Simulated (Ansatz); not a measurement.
A crystal relaxed with r2SCAN in the PAW code Ansatz has space group I-42m (No. 121) and a = 5.795 Å, c = 11.413 Å.

| atom | site | x | y | z |
| --- | --- | --- | --- | --- |
| B | 2a | 0.0000 | 0.0000 | 0.0000 |
| Xx | 8i | 0.2089 | 0.2089 | 0.1097 |
| In | 4d | 0.0000 | 0.5000 | 0.2500 |
| In | 2b | 0.5000 | 0.5000 | 0.0000 |

The r2SCAN gap is direct at Γ: 0.41 eV. The HSE06 gap is direct at Γ: 0.75 eV. Meshes: r2SCAN 6×6×6, HSE06 4×4×4.

Question: Which element is Xx?
A. Bi
B. As
C. N
D. Sb

Answer: B. Xx is As: In3BAs4 as one 8-atom ordering (I-42m) on the zincblende lattice. Around B lie 4 As at 2.12 Å; around As lie 1 B at 2.12 Å and 3 In at 2.62–2.69 Å; around In lie 4 As at 2.62 Å; around In lie 4 As at 2.69 Å.

(Calculated; spin-unpolarised; the phase may be known or hypothetical.)

Spin-orbit coupling is left out, which matters wherever the heavy atoms make up the band edges.
